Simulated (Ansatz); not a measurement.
ZnSe:
```
ZnSe
1.0
   -1.86874     1.86874     2.64665
    1.86874    -1.86874     2.64665
    1.86874     1.86874    -2.64665
Zn Se
1 1
Direct
  0.00000   0.00000   0.00000
  0.50000   0.50000   0.00000
```

Relaxed with PBE+D3(BJ). Special points in fractions of this cell's reciprocal vectors: Γ (0.000, 0.000, 0.000); X (0.000, 0.000, 0.500); P (0.250, 0.250, 0.250); N (0.000, 0.500, 0.000); M (0.500, 0.500, -0.500); S (0.375, 0.625, -0.375); S0 (-0.375, 0.375, 0.375); R (-0.249, 0.249, 0.500); G (0.500, 0.500, -0.249).

List the band energies nearest the Fermi level at these points for PBE+D3(BJ) in the plane-wave PAW code Ansatz.

In eV from the Fermi level; about four levels below and three above (degenerate sets whole), none deeper than 8.9 eV; … stands for higher levels left out; points with the same levels are listed once.

```
k                                below           above
-  -----------------------------------  --------------
Γ  -6.64 -6.64 -6.64 -0.48 -0.48 -0.47     1.00 8.63 …
X              -5.26 -2.56 -2.54 -1.00    4.92 11.55 …
P              -6.24 -4.04 -4.04 -3.87     3.17 5.99 …
N        -6.52 -6.52 -5.74 -0.09 -0.08  3.33 4.99 5.00
M              -5.26 -2.55 -2.55 -0.99          4.93 …
S              -6.32 -4.55 -4.52 -1.77  1.22 6.72 8.57
R              -6.24 -4.04 -4.03 -3.88  3.19 6.00 8.18
```

Space group Fm-3m (rock salt). This is a known high-pressure phase of the composition, computed here at zero pressure and temperature. The PBE+D3(BJ) relaxation kept the symmetry of its start; its stability against distortions is not shown here. Point labels and valley counts follow the cell and symmetry of the run, lower than the named group. Spin–orbit coupling is left out wherever it is not named.

Potentials: the later of the program's two PAW sets.
